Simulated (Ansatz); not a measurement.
Input for Ansatz (plane-wave DFT, PAW):

```yaml
crystal:
  lattice:
    - [-1.8078094846, 1.6916656371, 3.4978714798]
    - [1.7037462414, -1.6916656371, 3.4460222734]
    - [1.8078094846, 1.6916656371, -3.4978714798]
  atoms:
    - { symbol: Be, position: [0.7507267989, 0.2432402483, 0.4925134494] }
    - { symbol: Be, position: [0.2437200609, 0.733433186, 0.4897131251] }
    - { symbol: Be, position: [0.5002084758, 0.5270048165, 0.0267963407] }
    - { symbol: Si, position: [0.0053446643, -0.0036782508, -0.0090229151] }
basis:
  ecutwfc: 420
kpoints:
  mp_grid: { grid: [16, 16, 16] }
hamiltonian:
  xc: pbesol
scf:
  occupations: { method: gaussian, width: 0.1 }
output:
  forces: true
  stress: true
  eigenvalues: true
```

Launched with
```bash
ansatz run input.yaml --threads 1 --pin off --max-ram 1331MiB --backend cpu --events-out ev --progress --plain --runs-dir out
```

Level of theory: DFT PBEsol, scalar-relativistic, plane waves, PAW in Ansatz 0.2.0.

Abridged output:

```
Pseudopotentials: kind: paw
Pseudopotential: Be, paw, valence charge 2, recommended cutoff 420 eV (normal)
Pseudopotential: Si, paw, valence charge 4, recommended cutoff 420 eV (normal)
Functional definition: PBEsol
Crystal: 4 atoms, lattice volume = 41.240 Å³
Basis set: ecut = 420 eV, 795 PW (Γ), exchange–correlation on 60×60×60 points (8 copies of the dense FFT grid, shifted against one another)
Bands: 9, of which v1, the nominal top of the filled ones, is band 5 counted from 1 (4 counted from 0)
Symmetry: 2 space group operations
Space group: Cm (ITA 8), of the structure as read, at distance tolerance 3.5e-5 Å
k-points: 1098 of 4096 (time reversal used)
Initial density: superposition of atomic densities (neutral atoms: chi_scale 0, normalization atom), corrected by the library's trained network
Initial wavefunctions: pseudopotential atomic-orbital guess
Functional: x = pbesol(κ = 0.804, μ = 0.12345679), c = pbesol(β = 0.046)
SCF iter   1: F=—  HF=-891.487590 eV  |F-HF|=—  |Δ(HF+E_count)|=         —  Δρ=1.89e-3  dr2=1.63e-3  ethr=1.77e-3  ⟨swp⟩=5.1  Hψ=73770  notcnv=0
SCF iter   2: F=—  HF=-891.487221 eV  |F-HF|=—  |Δ(HF+E_count)|=   3.69e-4  Δρ=1.07e-3  dr2=4.61e-4  ethr=1.63e-5  ⟨swp⟩=1.1  Hψ=18803  notcnv=0
SCF iter   3: F=—  HF=-891.487110 eV  |F-HF|=—  |Δ(HF+E_count)|=   1.11e-4  Δρ=1.62e-4  dr2=1.01e-5  ethr=4.61e-6  ⟨swp⟩=2.1  Hψ=14457  notcnv=0
SCF iter   4: F=—  HF=-891.487113 eV  |F-HF|=—  |Δ(HF+E_count)|=   3.34e-6  Δρ=2.03e-5  dr2=1.62e-7  ethr=1.01e-7  ⟨swp⟩=1.5  Hψ=11313  notcnv=0
SCF iter   5: F=-891.487113 eV  HF=-891.487113 eV  |F-HF|=1.20e-9  |Δ(HF+E_count)|=   5.08e-8  Δρ=2.63e-6  dr2=2.80e-9  ethr=1.62e-9  ⟨swp⟩=2.3  Hψ=15068  notcnv=0
SCF iter   6: F=-891.487113 eV  HF=-891.487113 eV  |F-HF|=1.06e-11  |Δ(HF+E_count)|=  8.01e-10  Δρ=2.74e-7  dr2=2.67e-11  ethr=2.80e-11  ⟨swp⟩=1.7  Hψ=33463  notcnv=0
SCF 1 converged in 6 iterations: F = -891.487113 eV  dr2 = 2.67e-11
SCF converged after 6 iterations
Free energy (F): -891.487113 eV
Harris-Foulkes:  -891.487113 eV  (|F-HF|=1.06e-11)
Internal energy: -891.481842 eV  (E = F + TS)
E sigma→0 (E₀):  -891.484477 eV
Entropy (-TS):   -0.005271 eV (-1.318 meV/atom)
Fermi energy:    8.372688 eV
--- Per-component energies (eV) ---
  E_band       = 32.272107
  E_kinetic    = 99.759737
  E_local      = 3.675709  (includes V_loc(G=0)·N_el)
  E_nonlocal   = 38.648571
  E_hartree    = 2.539703
  E_xc         = -113.105378
  E_vxc        = -108.747074  (∫ρ·V_xc dr)
  E_paw        = -670.188269  (= ΣΔE_a)
  E_vpaw       = -6.144238  (= ΣTr[D̂ρ^β])
  E_aug_tail   = 0.000004  (compensation charges beyond the density's cutoff)
  E_ewald      = -252.872074
  E_core_change = 0.060155  (= ΣΔE_core)
  E_smearing   = -0.005271  (= −TS)
--- Forces (eV/Å), atoms counted from 1 ---
  atom   1  Be    -0.02310673     0.00000000     0.09681921
  atom   2  Be     0.12982160     0.00000000     0.20257409
  atom   3  Be    -0.38692353     0.00000000    -0.01960748
  atom   4  Si     0.28020961     0.00000000    -0.27978627
--- Stress (GPa, compression-positive) ---
       -9.152642       0.000000       0.860402
        0.000000      -1.005366       0.000000
        0.860402       0.000000      -6.110724
  P = ⅓ Tr σ = -5.4229 GPa (-54.229 kbar)
--- Band table (eV; the first three rows and the last of 1098) ---
  k-point 0: bands = ["-4.0634", "5.0416", "7.4056", "8.0852", "8.2033", "8.9504", "9.0583", "9.5040", "10.6064"]
  k-point 1: bands = ["-3.9829", "5.1182", "6.8516", "7.5766", "7.8420", "8.6154", "9.1962", "10.3595", "11.4443"]
  k-point 2: bands = ["-3.7414", "5.3132", "5.8672", "6.7614", "7.0980", "8.3070", "9.3315", "11.8212", "12.6677"]
  k-point 1097: bands = ["-2.3597", "-0.2455", "4.9380", "5.5848", "8.8643", "9.9574", "14.6539", "15.8560", "15.8755"]
```

The run converged.